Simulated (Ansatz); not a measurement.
MgO in space group P6_3/mmc (No. 194; Mg on 2c, O on 2d), the program Ansatz at the r²SCAN level (PAW). The conduction-band minimum lies at Γ, with 1 equivalent valley. Second derivatives d²E/dk² of the lowest band at one valley (eV·Å²), along Cartesian directions:

```tsv
direction	d²E/dk²
[100]	21.38
[010]	21.38
[001]	18.85
[110]	21.38
[101]	20.11
[011]	20.11
```

Question: Find the principal effective masses, the density-of-states mass and the conductivity mass.

Answer: Off-diagonal terms follow from H_xy = H[110] − (H_xx + H_yy)/2, and m*/mₑ = 7.620 eV·Å² over each eigenvalue: 0.36, 0.36, 0.40. One valley's DOS mass (m₁m₂m₃)^(1/3) = 0.37, conductivity mass 3/(Σ 1/mᵢ) = 0.37 mₑ.

Question: What effective density of states Nc follows at 300 K for parabolic valleys?

Answer: Nc = 2.509e19 × 1 × (0.37)^(3/2) ≈ 5.6e18 cm⁻³.

The workflow started from a Materials Project entry (that database holds measured and hypothetical structures alike); the Crystallography Open Database copy checked does not list it. It is not the phase usual at ambient conditions (space group No. 225). The r²SCAN relaxation kept the symmetry of its start; whether a distortion lowers the energy is not shown.

Potentials: the later of the program's two PAW sets.

Edges and masses are those of Kohn–Sham bands, whose gap is no quasiparticle gap.
